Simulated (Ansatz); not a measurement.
Recipe of this trial structure of InGa₂O: random cell by space group and Wyckoff sites (R-3m, No. 166). Its size is a rough estimate.

```
In Ga O
1.0
     2.34396    1.35328    3.62523
    -2.34396    1.35328    3.62523
     0.00000   -2.70657    3.62523
In Ga O
1 2 1
Cartesian
  0.0000 0.0000 5.4378
  0.0000 0.0000 8.9280
  0.0000 0.0000 1.9477
  0.0000 0.0000 0.0000
```

These are results of DFT PBE, scalar-relativistic, plane waves, PAW (Ansatz), not measurements. Cutoff 420 eV, Gaussian smearing, Γ-centred meshes. Cell and atoms relax first on a coarse mesh and then on a finer one. In between, the cell is made exact in the group found at 0.06 Å. In metals the finer mesh still leaves noise of several meV/atom or more. The steps can't lower the symmetry of their start. No spin polarisation in the relaxation; trial moments died out in a coarse test.

A guess keeps its type if space group and coordination stay and the shape of the cell changes little (axis ratios within about 15 %, angles within 6°); the volume may change.

**Question.** Does it keep its structure type, or change into something else?

**Answer.** It keeps its type. The symmetry stays R-3m (No. 166). The volume per atom grows by 45.3 %, from 17.2 to 25.1 Å³. The shortest distance goes from 1.95 Å (Ga–O) to 1.83 Å (Ga–O). The ratio c/a of the conventional cell changes by a factor of 1.11. Counting neighbours within 15 % of an atom's shortest distance, the start has Ga 1, In 6, O 2 and the end Ga 1, In 6, O 2.

The zero of energy is the elements' standard structures at the same level (O₂ as a molecule); no fitted shifts are applied.

**Question.** At what energy does it end?

**Answer.** −0.36 eV/atom.

The last run used a 12×12×12 mesh for its 4-atom cell and Gaussian smearing of 0.10 eV. An odd number of electrons in the primitive cell allows no gap without spin; a larger cell or a magnetic state could open one. Symmetry constrained the relaxation, so the result can be a saddle point. Another cell of InGa2O relaxed alike, in P-4m2, lies 189 meV/atom lower, so this cell isn't the stable form at this level.
